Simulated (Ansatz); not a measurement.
Relaxed HfN (rock salt):

```
CELL_PARAMETERS angstrom
      0.00000     2.26274     2.26274
      2.26274     0.00000     2.26274
      2.26274     2.26274     0.00000
ATOMIC_POSITIONS crystal
  N  0.00000 0.00000 0.00000
  Hf 0.50000 0.50000 0.50000
```

In each cell atom 1 (N, nearest neighbour Hf at 2.263 Å; its periodic images, 3.2 Å or more away, move with it) moves by s·(0.000, 0.000, 1.000) (along Cartesian z), the rest being held.

Computed with r2SCAN (plane waves to 500 eV, PAW, scalar-relativistic; Ansatz, a first-principles code). k mesh 14×14×14 (Γ-centred), Fermi-Dirac smearing 0.05 eV. Energies are smeared free energies. Stress and pressure are positive under compression. Left out: 4 of 11 points, with atoms too close for the PAW data. With partly filled bands, energies and forces of such displacements shift with the k mesh and the smearing. F∥ is the force on the atom along that direction. HfN is run without spin polarisation. HfN was relaxed with its symmetry unable to fall. Spin-orbit coupling is left out, though Hf is heavy. The zero of ΔE is the undisplaced structure.

```csv
s (Å),P (GPa),ΔE (meV/cell),F∥ (eV/Å)
-0.408,(withheld),(withheld),6.134
-0.272,10.1,449,3.567
-0.136,2.5,108,1.596
0.000,0.0,0,0.000
0.136,2.5,108,-1.596
0.272,10.1,449,-3.567
0.408,(withheld),(withheld),-6.134
```

### Question
What belongs in the gaps?

### Answer

- -0.408, P (GPa): 24.1
- -0.408, ΔE (meV/cell): 1102
- 0.408, P (GPa): 24.1
- 0.408, ΔE (meV/cell): 1102

(A displaced cell: forces are minus the slopes of the energy, force constants its curvatures, and phonons follow from these.)
